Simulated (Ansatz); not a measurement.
## LaScSF: reading a single point

```yaml
crystal:
  lattice:
    - [4.18675, 0.00000, 0.00000]
    - [0.00000, 4.18675, 0.00000]
    - [0.00000, 0.00000, 9.34420]
  atoms:
    - { symbol: Sc, position: [0.75000, 0.25000, 0.50000] }
    - { symbol: Sc, position: [0.25000, 0.75000, 0.50000] }
    - { symbol: F, position: [0.75000, 0.25000, 0.00000] }
    - { symbol: F, position: [0.25000, 0.75000, 0.00000] }
    - { symbol: S, position: [0.25000, 0.25000, 0.69290] }
    - { symbol: S, position: [0.75000, 0.75000, 0.30710] }
    - { symbol: La, position: [0.25000, 0.25000, 0.13560] }
    - { symbol: La, position: [0.75000, 0.75000, 0.86440] }
```

Method: r2SCAN, no spin polarisation; PAW, plane waves to 500 eV, 8×8×4 Γ-centred mesh, fermi-dirac occupations (width 0.1 eV) (Ansatz 0.2.0), atoms fixed.

(1) What do density and ELF say about some of the short contacts?

(2) Is the cell too large or too small?

(3) Which element gives electrons and which takes them?

(4) Is there a gap?

(5) Which atom feels the largest force, and which way?

Origin: a known structure type with other elements, at an estimated volume, so it need not be a known compound. Caveats: many states at the Fermi level without spin polarisation, so a magnetic state may lie lower; atoms or cell far from equilibrium; f levels without a U or exact exchange are poorly placed.

## Answers

(1) F–La at 2.45 Å: least valence density 0.32 e/Å³ and ELF 0.10 there. Sc–S at 2.76 Å: least valence density 0.19 e/Å³ and ELF 0.09 there. Sc–Sc at 2.96 Å: least valence density 0.15 e/Å³ and ELF 0.21 there. These are pseudo-fields; inside the PAW spheres they differ from the all-electron ones.

(2) The pressure is -2.2 GPa (compression positive), so with the atoms held at these fractions the cell would first shrink; the forces are large, so a full relaxation may end otherwise. The principal stresses -3.9, -1.3, -1.3 GPa differ, so its shape would change too.

(3) Bader charges in e: La +1.70, Sc +0.90, S -1.74, F -0.86. In the mean La gives up most and S takes most.

(4) It is a metal, with about 5.9 states/eV a cell as the mean within 0.25 eV of the Fermi level, mostly Sc d (53 %), La d (21 %) and La f (15 %).

(5) The largest is on La7 (and as large on other atoms): 3.58 eV/Å, components (0.00, 0.00, 3.58). It makes 121° with the line to a nearest neighbour, F3 at 2.45 Å.
